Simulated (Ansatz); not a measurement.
C:
```yaml
crystal:
  lattice:
    - [2.45577, 0.00000, 0.00000]
    - [-1.22789, 2.12676, 0.00000]
    - [0.00000, 0.00000, 7.07859]
  atoms:
    - { symbol: C, position: [0.00000, 0.00000, 0.25000] }
    - { symbol: C, position: [0.00000, 0.00000, 0.75000] }
    - { symbol: C, position: [0.33333, 0.66667, 0.25000] }
    - { symbol: C, position: [0.66667, 0.33333, 0.75000] }
```

Relaxed with r²SCAN. Special points in fractions of this cell's reciprocal vectors: Γ (0.000, 0.000, 0.000); M (0.500, 0.000, 0.000); K (0.333, 0.333, 0.000); A (0.000, 0.000, 0.500); L (0.500, 0.000, 0.500); H (0.333, 0.333, 0.500).

### Question
List the band energies nearest the Fermi level at these points for r²SCAN in the plane-wave PAW code Ansatz.

### Answer
In eV from the Fermi level; about four levels below and three above (degenerate sets whole), none deeper than 8.9 eV; … stands for higher levels left out; points with the same levels are listed once.

| k | below | above |
|---|---|---|
| Γ | -3.28 -3.28 -3.27 -3.27 | 3.92 8.71 8.71 |
| M | -6.90 -6.87 -2.87 -2.34 | 1.56 2.16 7.60 |
| K | -0.52 -0.05 -0.05 | 0.51 11.34 11.34 |
| A | -3.28 -3.28 -3.28 -3.28 | 6.29 6.29 … |
| L | -6.88 -6.88 -2.57 -2.57 | 1.73 1.73 7.73 7.73 |
| H | -0.04 -0.04 -0.03 -0.03 | 10.55 10.55 … |

Space group P6_3/mmc (graphite). Symmetry was held in the r²SCAN relaxation. A crystal of weakly bound layers computed without a dispersion correction: the cell and the soft elastic constants depend strongly on that. The Fermi level of a semimetal is unsure by some 0.05 eV on such meshes.

Potentials: the later of the program's two PAW sets.
